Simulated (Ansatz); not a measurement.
The cell is COD entry 1539203, as deposited and not checked against the literature; nothing was relaxed. The listed cell was then made from it by scaling, straining or moving an atom.

Sb: DFT, PBEsol, all-electron PAW with datasets made for the crystal, scalar-relativistic (Ansatz 0.2.0). What sets it apart from a plain run of this crystal: volume scaled by 0.94.

Command: `ansatz run input.yaml --threads 1 --pin off --max-ram 3072MiB --backend cpu --events-out ev --progress --plain --runs-dir out` The run took 5 s on 1 thread of Arm Neoverse V2 (shared host), peak memory 0.4 GiB.

```yaml
crystal:
  lattice:
    - [3.3002257761, 0.0, 0.0]
    - [-1.6501128881, 2.8580793603, 0.0]
    - [0.0, 0.0, 5.2211939594]
  atoms:
    - { symbol: Sb, position: [0.3333333333, 0.6666666667, 0.25] }
    - { symbol: Sb, position: [0.6666666667, 0.3333333333, 0.75] }
kpoints:
  mp_grid: { grid: [12, 12, 7] }
scf:
  occupations: { method: fermi_dirac, width: 0.05 }
hamiltonian:
  xc: pbesol
  pseudopotentials: { kind: all_electron, datasets: crystal }
output:
  forces: true
  stress: true
  eigenvalues: true
  efg: { contact_densities: true }
```

Output (standing set-up lines are left out):

```
hamiltonian.pseudopotentials.datasets: crystal makes datasets for this crystal and solves the spheres of its atoms anew in each pass: cutoff 180.0 eV, the density's 720.0 eV; for an error of 0.50 meV an atom under PBE, 1.0 meV for the cell; an energy difference from a run of another recipe may be off by several times the error for the cell, under r2SCAN by more, where some 0.1 meV an atom stays at smaller errors; Sb in spheres of 1.376 Å, 5 of its electrons in bands, 10 on its site; only band paths and densities of states list, in semicore columns, the levels of the semicore shells that are solved separately: 4d of Sb
Pseudopotential: Sb, paw, valence charge 15, recommended cutoff 180 eV (normal), Koelling and Harmon's equation, gaussian nucleus
Crystal: 2 atoms, lattice volume = 49.248 Å³
Basis set: ecut = 180 eV, 287 PW (Γ), exchange–correlation on 30×30×48 points (8 copies of the dense FFT grid, shifted against one another)
iter 1 solved again at ethr=6.19e-4 eV; its pass at ethr=1.00e-1 eV (dr2=6.19e-2 eV) is discarded
SCF iter   1: F=—  HF=-352583.164497 eV  |F-HF|=—  |Δ(HF+E_count)|=         —  Δρ=8.89e-3  dr2=4.75e-2  ethr=6.19e-4  ⟨swp⟩=5.3  Hψ=5271  notcnv=0
preconditioner: auto → none  [metal: Δε(μ)=0.018 eV  Ē_g=8.949 eV  σ=0.050 eV  W_gap=0.09  n_scr=2 (ndim 8)  ℏωp=16.7 eV  f_vac=0.000  D(μ)=1.39/eV (n_scr^D=8)  sad-step TF]
SCF iter   2: F=—  HF=-352583.149421 eV  |F-HF|=—  |Δ(HF+E_count)|=   1.51e-2  Δρ=5.56e-3  dr2=1.90e-2  ethr=4.75e-4  ⟨swp⟩=3.7  Hψ=1758  notcnv=0  defer=6
iter 3 solved again at ethr=9.56e-7 eV; its pass at ethr=1.90e-4 eV (dr2=9.56e-5 eV) is discarded
SCF iter   3: F=—  HF=-352583.136002 eV  |F-HF|=—  |Δ(HF+E_count)|=   1.34e-2  Δρ=4.14e-4  dr2=8.62e-5  ethr=9.56e-7  ⟨swp⟩=3.1  Hψ=3380  notcnv=0  defer=1
eigensolver tolerance schedule: the retry pair's looser diagonalisation over-reported the residual by 0.11 of it (diagonalisation noise at 0.11 of the residual, at the tolerance the schedule requests for it); recorded, not acted on — ethr = c·dr2/N_el stays at c = 1.0e-1
SCF iter   4: F=—  HF=-352583.135554 eV  |F-HF|=—  |Δ(HF+E_count)|=   4.47e-4  Δρ=2.36e-4  dr2=2.82e-5  ethr=8.62e-7  ⟨swp⟩=2.0  Hψ=1094  notcnv=0  defer=2
SCF iter   5: F=—  HF=-352583.135463 eV  |F-HF|=—  |Δ(HF+E_count)|=   9.13e-5  Δρ=2.61e-5  dr2=3.90e-7  ethr=2.82e-7  ⟨swp⟩=2.7  Hψ=1141  notcnv=0  defer=1
SCF iter   6: F=-352583.135464 eV  HF=-352583.135464 eV  |F-HF|=7.57e-10  |Δ(HF+E_count)|=   4.46e-7  Δρ=3.57e-6  dr2=4.40e-9  ethr=3.90e-9  ⟨swp⟩=2.2  Hψ=1094  notcnv=0  defer=1
SCF 1 converged in 6 iterations: F = -352583.135467 eV  dr2 = 4.40e-9
  Residual-converged pass: ⟨swp⟩=3.5  Hψ=1472  notcnv=0  max |occ|·‖R‖ = 5.0e-6 eV (tolerance 5.3e-6 eV)  dr2=3.70e-9  dr2_onsite=1.64e-8  max |Δocc| = 2.8e-9
  greatest PAW one-centre occupation: 0.750 electrons in one spin orbital (limit 2), on the Sb atom at site 1 (counted from 0), in its partial waves of l = 0
SCF converged after 6 iterations
Free energy (F): -352583.135467 eV
Harris-Foulkes:  -352583.135467 eV  (|F-HF|=7.57e-10)
Internal energy: -352583.124103 eV  (E = F + TS)
E sigma→0 (E₀):  -352583.129785 eV
Entropy (-TS):   -0.011364 eV (-5.682 meV/atom)
Past the cutoff: the bands carry plane waves up to 1.75 times it, of which those up to 1.5 times it add -0.000031 eV an atom, each by itself; the spheres take 0.000072 eV an atom off the energy for waves past 1.75 times it
By the cutoff:   a pressure is off by up to 0.005 GPa (1.2 times the spheres' own share and the shells' term, over an atom's volume, and 0.004 GPa: a bound that held against runs at twice the plane waves)
Past the cutoffs: a stress includes 0.0002 GPa for waves and charges beyond them, in addition to the slope of what the spheres take
In the spheres:  the bands' charges fall short by 3.7e-8 e at most (sound up to 1e-3), those of shells solved beside the bands by 1.1e-6 e (sound up to 5e-4)
Fermi energy:    16.294513 eV
--- Per-component energies (eV) ---
  The terms above E_closure are by the made datasets' own strengths, without shells solved beside the bands.
--- Forces (eV/Å), atoms counted from 1 ---
  atom   1  Sb    -0.00000000    -0.00000000     0.00000000
  atom   2  Sb    -0.00000000     0.00000000     0.00000000
  max |Σ_I F_I| component: 2.78e-17 eV/Å
--- Stress (GPa, compression-positive) ---
        5.049279       0.000000       0.000000
        0.000000       5.049279       0.000000
        0.000000       0.000000       3.808401
  P = ⅓ Tr σ = 4.6357 GPa (46.357 kbar)
  It holds what live shells' own plane waves past their cutoff add
--- PAW observables at the nuclei: V_zz in 10²¹ V/m², potentials from the cell's mean, atoms counted from 1 ---
  atom   1  Sb V_zz =    +2.019317   η = 0.0000   by run symmetry: allowed
            electrostatic potential = -8411.297015 V   contact ρ = 1348089.724933 e/Å³
  atom   2  Sb V_zz =    +2.019317   η = 0.0000   by run symmetry: allowed
            electrostatic potential = -8411.297015 V   contact ρ = 1348089.724933 e/Å³
--- Band table (eV; the first three rows and the last of 76) ---
  k-point 0: bands = ["2.5811", "7.2096", "9.9109", "19.8650", "19.8650", "21.8083", "21.8083", "22.8684", "24.1048"]
  k-point 1: bands = ["2.6966", "6.5248", "10.8251", "19.9564", "19.9564", "21.7266", "21.7266", "21.7304", "24.1809"]
  k-point 2: bands = ["3.0431", "5.4168", "12.6165", "19.4821", "20.2193", "20.2193", "21.4724", "21.4724", "24.4105"]
  k-point 75: bands = ["8.2730", "8.2730", "11.5517", "11.5517", "12.3113", "13.0801", "19.6519", "19.6519", "23.7252"]
  guard bands above this table: 0 of the run's 9 bands, where the rule asks 2: the bands that hold charge and the lowest empty level above them stay in the table. A level can be missing at the table's top as with no guard band: raise scf.n_extra_bands
```
